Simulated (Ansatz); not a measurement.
What does Ansatz print for the nuclei with this input?

The cell is a computed structure from the Materials Project (it need not be an observed phase), taken as it stands.

```yaml
crystal:
  lattice:
    - [6.135910461, 0.0, 0.0]
    - [-3.0679552305, 5.3138543346, 0.0]
    - [0.0, 0.0, 5.615189]
  atoms:
    - { symbol: Li, position: [0.0, 0.0, 0.5] }
    - { symbol: Ti, position: [0.0, 0.0, 0.0], spin: 1.0 }
    - { symbol: H, position: [0.185931, 0.493148, 0.276063] }
    - { symbol: H, position: [0.506852, 0.692783, 0.276063] }
    - { symbol: H, position: [0.493148, 0.185931, 0.723937] }
    - { symbol: H, position: [0.307217, 0.814069, 0.276063] }
    - { symbol: H, position: [0.692783, 0.506852, 0.723937] }
    - { symbol: H, position: [0.814069, 0.307217, 0.723937] }
    - { symbol: O, position: [0.3333333333, 0.6666666667, 0.322985] }
    - { symbol: O, position: [0.6666666667, 0.3333333333, 0.677015] }
    - { symbol: F, position: [0.250102, 0.01186, 0.234136] }
    - { symbol: F, position: [0.98814, 0.238242, 0.234136] }
    - { symbol: F, position: [0.01186, 0.250102, 0.765864] }
    - { symbol: F, position: [0.761758, 0.749898, 0.234136] }
    - { symbol: F, position: [0.238242, 0.98814, 0.765864] }
    - { symbol: F, position: [0.749898, 0.761758, 0.765864] }
magnetization:
  spin_polarized: true
kpoints:
  mp_grid: { grid: [5, 5, 4] }
scf:
  occupations: { method: fermi_dirac, width: 0.02 }
hamiltonian:
  xc: pbe
  pseudopotentials: { kind: paw }
output:
  forces: true
  stress: true
  populations: true
  efg:
    quadrupole_moments_barn: { Li: -0.0401, Ti: 0.247, H: 0.00285783, O: -0.02558 }
    contact_densities: true
```

```sh
ansatz run input.yaml --threads 1 --pin off --max-ram 2560MiB --backend cpu --events-out ev --progress --plain --runs-dir out
```

Of the output, the block on the nuclei alone is shown; the set-up, the SCF iterations, energies, forces and stress are cut. One atom of each set with nearly equal values is shown.

```
--- PAW observables at the nuclei: V_zz in 10²¹ V/m², potentials from the cell's mean, atoms counted from 1 ---
  atom   1  Li V_zz =    -0.035743   η = 0.0000   by run symmetry: allowed   C_q = +0.0347 MHz
            electrostatic potential = -163.346149 V   contact ρ = 94.329248 e/Å³   contact ρ_s (e/Å³): all electrons +0.005442, valence +0.005059
  atom   2  Ti V_zz =   -15.653308   η = 0.0000   by run symmetry: allowed   C_q = -93.4883 MHz
            electrostatic potential = -2518.804319 V   contact ρ = 56782.430505 e/Å³   contact ρ_s (e/Å³): all electrons -0.207789, valence +1.581595
  atom   3  H  V_zz =    +2.057004   η = 0.1977   by run symmetry: allowed   C_q = +0.1421 MHz
            electrostatic potential = -32.104156 V   contact ρ = 2.520945 e/Å³   contact ρ_s (e/Å³): all electrons +0.000485, valence +0.000483
  atom   9  O  V_zz =   -14.044623   η = 0.0000   by run symmetry: allowed   C_q = +8.6869 MHz
            electrostatic potential = -613.686866 V   contact ρ = 2152.890464 e/Å³   contact ρ_s (e/Å³): all electrons -0.007457, valence -0.008186
  atom  11  F  V_zz =    +6.196271   η = 0.6368   by run symmetry: allowed
            electrostatic potential = -732.008459 V   contact ρ = 3127.194867 e/Å³   contact ρ_s (e/Å³): all electrons -0.000074, valence +0.006292
```

The run took 60 s of wall time (60 s of CPU time) and 0.74 GiB at its peak, on 1 thread of Intel Xeon Platinum 8259CL CPU @ 2.50GHz (Skylake/Cascade Lake) (x86_64; 36 cores open to the job, memory cap 2.5 GiB, no GPU), a shared host with a load of 0.6 a core.

With a gap of 0.2 eV on this mesh, small gradients can still move by 0.1 × 10²¹ V/m² or more as the k-mesh gets denser. All moments are parallel here, as the start or the cell imposes; many such compounds order antiparallel, where fields and spin densities carried over to other atoms largely cancel. The magnetic order is the one that the run reached from its start moments, not necessarily the measured one.
